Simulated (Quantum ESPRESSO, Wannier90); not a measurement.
## ZnGeP₂ (chalcopyrite): Wannier90 run

```
begin unit_cell_cart
ang
    5.4424800000    0.0000000000    0.0000000000
    0.0000000000    5.4424800000    0.0000000000
   -2.7212400000   -2.7212400000    5.3647650000
end unit_cell_cart
begin atoms_frac
Zn   0.2500000000 -0.2500000000  0.5000000000
Zn   0.0000000000  0.0000000000  0.0000000000
Ge  -0.2500000000  0.2500000000  0.5000000000
Ge   0.5000000000  0.5000000000  0.0000000000
P   -0.3750000000  0.1295600000 -0.2500000000
P    0.3795600000  0.3750000000  0.2500000000
P    0.1250000000 -0.3795600000 -0.2500000000
P   -0.1295600000 -0.1250000000  0.2500000000
end atoms_frac
```

Cell from Materials Project (mp-4524), symmetrised, no further relaxation. COD (Crystallography Open Database) has an entry of this formula and space group (matched by these alone). Computed values, not measurements, from PBEsol: Quantum ESPRESSO (norm-conserving PseudoDojo potentials, cutoff 68 Ry, no spin polarisation, no spin-orbit coupling) on a Γ-centred 4×4×4 mesh, then Wannier90. Density: 6×6×6 mesh, cold smearing 0.01 Ry. Spin-orbit coupling, left out, would split the p-like bands by a few tenths of an eV.

Bands 19-44 form an isolated set from -13.29 to 0.00 eV relative to the valence-band maximum (on the path) and are turned into 26 Wannier functions by minimising the spread from the start: s functions at random places.

### Question
Where do the functions sit, how wide are they and what are they made of?

### Answer
```csv
functions,spread (Å²),"nearest atom, distance (Å)","second atom, distance (Å)",weight on atomic waves
8,2.01,P 0.76,Zn 1.61,"P 3p 54 %, P 3s 27 %, Zn 4s 10 %"
3,0.44,Zn 0.02,P 2.35,Zn 3d 99 %
2,0.42,Zn 0.01,P 2.35,Zn 3d 100 %
2,0.45,Zn 0.02,P 2.34,Zn 3d 99 %
1,0.43,Zn 0.02,P 2.34,Zn 3d 99 %
8,1.83,P 1.06,Ge 1.27,"P 3p 43 %, Ge 4p 27 %, Ge 4s 15 %"
2,0.46,Zn 0.02,P 2.35,Zn 3d 99 %
```

Ω_I = 31.79 Å², Ω_total = 35.07 Å²; the interpolated bands follow pw.x to 10 meV rms on the path. It is the lowest total spread that any start reached here.
